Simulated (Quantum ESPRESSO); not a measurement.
# Planted mistakes on one cell of In2AlGaP4

These are calculations, not measurements. They come from pw.x of Quantum ESPRESSO 7.5, a plane-wave density functional program, with PseudoDojo standard norm-conserving files (v0.5 for PBE, v0.4.1 for LDA and PBEsol). The cells are made up: elements, strain and atom displacements were drawn at random, and nothing was relaxed. There is no spin polarisation, spin-orbit coupling or dispersion term.

The cell has 8 sites of a zincblende or diamond lattice. Sites 1 to 4 hold In Al Ga In; sites 5 to 8 hold P P P P. Cell vectors in Å: (5.827, 0.000, 0.000); (0.000, 5.827, 0.000); (0.000, 0.000, 5.827). Settings: PBE, cutoff 1088 eV, 4 x 4 x 4 k mesh shifted by half a step, Fermi-Dirac smearing of 0.025 eV.

The intended run has a self-consistency threshold of 1e-07 eV, a smearing term of 0.000 eV, a pressure of -1.64 GPa and 11 iterations. Each further run changes one thing: all lengths scaled by 0.9811; atoms of sites 1 and 7 exchanged; cutoff 760 eV; files of PBEsol; k mesh 2 x 2 x 2; one electron added; threshold 0.05 eV. A coarse mesh keeps the shift, and a charged cell sits in a uniform background.

| run | change of free energy (eV) | smearing term -TS (eV) | change of P (GPa) | largest change of a force component (eV/Å) | iterations |
| --- | --- | --- | --- | --- | --- |
| A | 3.278 | -0.004 | 2.12 | 1.715 | 11 |
| B | 7.566 | -0.005 | 10.05 | 0.209 | 11 |
| C | 1.932 | 0.000 | -14.23 | 0.002 | 11 |
| D | 0.020 | 0.000 | -0.14 | 0.116 | 4 |
| E | 0.382 | 0.000 | 0.21 | 0.026 | 11 |
| F | 12.468 | 0.000 | -2.26 | 0.131 | 10 |
| G | 0.012 | 0.000 | 3.82 | 0.428 | 10 |

A rerun of the intended cell at 1377 eV and k mesh 6 x 6 x 6 moved values by no more than 0.008 eV in the cell's energy, 0.02 GPa in stress and 0.002 eV/Å in force.

Question: which change belongs to which run?

## Worked reading

Run D has the fewest iterations, as a run stopped early does. Run C has a higher energy and the largest fall in pressure, as too small a basis gives. Run G changes the volume by a factor of 0.9444; minus its pressure change over the logarithm of that factor, 67 GPa, is a rough bulk modulus with clamped atoms. Energies from files of another functional, or of a charged cell, have another zero and say nothing on stability; the pressure of a charged cell rests on the program's zero of potential too.

## Key

| run | change |
| --- | --- |
| A | atoms of sites 1 and 7 exchanged |
| B | one electron added |
| C | cutoff 760 eV |
| D | threshold 0.05 eV |
| E | k mesh 2 x 2 x 2 |
| F | files of PBEsol |
| G | all lengths scaled by 0.9811 |